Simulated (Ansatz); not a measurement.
## VP₂ in the CdI2-type structure

The computed numbers are results of PBEsol, scalar-relativistic (collinear spin) in the plane-wave PAW code Ansatz at 420 eV, Γ-centred 12×12×6 mesh, 0.05 eV Gaussian smearing; PAW files: Ansatz's generated set soft_2.

```cif
data_structure
_symmetry_space_group_name_H-M 'P 1'
_symmetry_Int_Tables_number 1
_cell_length_a 2.9575
_cell_length_b 2.9575
_cell_length_c 5.1695
_cell_angle_alpha 90.000
_cell_angle_beta 90.000
_cell_angle_gamma 120.000
_cell_volume 39.16
loop_
_atom_site_label
_atom_site_type_symbol
_atom_site_fract_x
_atom_site_fract_y
_atom_site_fract_z
_atom_site_occupancy
V1 V 0.00000 0.00000 0.00000 1
P1 P 0.33333 0.66667 0.31877 1
P2 P 0.66667 0.33333 0.68123 1
```

The start was a prototype's sites filled with these elements, not a measured cell.

Magnetic state: non-magnetic, site spin moments none.

Question: Which orbitals carry the states at the Fermi level, and how many states are there?

Answer: Within 0.1 eV of it: V 3d 59 %, P 3p 35 % (shares among the projected shells). The density of states at the Fermi level is about 1.4 states/eV per cell, averaged over 0.3 eV.

Density of states (tetrahedra, averaged over 0.4 eV; states/eV per cell of 3 atoms; energy in eV from the Fermi level; projections on Löwdin-orthogonalised atomic orbitals, summed over sites):

```tsv
E	total	P 3p	V 3d up	V 3d down	P 3s	V 4s
-6.85	0.41	0.30	0.03	0.03	0.03	0.01
-6.45	0.92	0.73	0.05	0.05	0.05	0.03
-6.05	1.11	0.88	0.06	0.06	0.06	0.04
-5.65	1.14	0.85	0.07	0.07	0.07	0.05
-5.25	1.83	1.27	0.16	0.16	0.14	0.07
-4.85	1.62	1.07	0.16	0.16	0.14	0.05
-4.45	1.27	0.88	0.11	0.11	0.11	0.03
-4.05	0.86	0.62	0.07	0.07	0.06	0.01
-3.65	0.61	0.46	0.05	0.05	0.03	0.01
-3.25	0.65	0.46	0.06	0.06	0.03	0.01
-2.85	1.45	0.85	0.22	0.22	0.07	0.05
-2.45	2.26	1.24	0.38	0.38	0.11	0.05
-2.05	2.83	1.30	0.60	0.60	0.15	0.03
-1.65	2.88	1.22	0.69	0.69	0.14	0.01
-1.25	2.76	1.04	0.76	0.76	0.08	0.01
-0.85	2.67	0.84	0.84	0.84	0.07	0.00
-0.45	1.41	0.45	0.42	0.42	0.07	0.00
-0.05	1.31	0.46	0.37	0.37	0.08	0.00
0.35	1.39	0.37	0.46	0.46	0.05	0.00
0.75	1.47	0.35	0.50	0.50	0.06	0.00
1.15	1.76	0.49	0.55	0.55	0.08	0.02
1.55	1.73	0.51	0.52	0.52	0.10	0.01
1.95	1.64	0.44	0.54	0.54	0.06	0.00
2.35	2.95	0.72	1.00	1.00	0.13	0.02
2.75	2.30	0.76	0.64	0.64	0.15	0.04
3.15	2.41	0.81	0.60	0.60	0.21	0.06
3.55	1.30	0.53	0.25	0.25	0.13	0.05
3.95	2.02	0.83	0.37	0.37	0.17	0.10
4.35	1.75	0.83	0.27	0.27	0.11	0.08
4.75	1.86	0.90	0.26	0.26	0.08	0.08
5.15	1.63	0.76	0.20	0.20	0.05	0.05
5.55	1.59	0.70	0.18	0.18	0.03	0.06
5.95	1.55	0.68	0.16	0.16	0.02	0.05
```

The calculation's cell holds 23 valence electrons, an odd number. Without magnetic order each band takes two, so one stays part-filled and the crystal must be a metal. (Only strong correlation, outside this picture, could make a Mott insulator of it.)

The starting moments died out; a magnetic state reached from other starts isn't excluded.
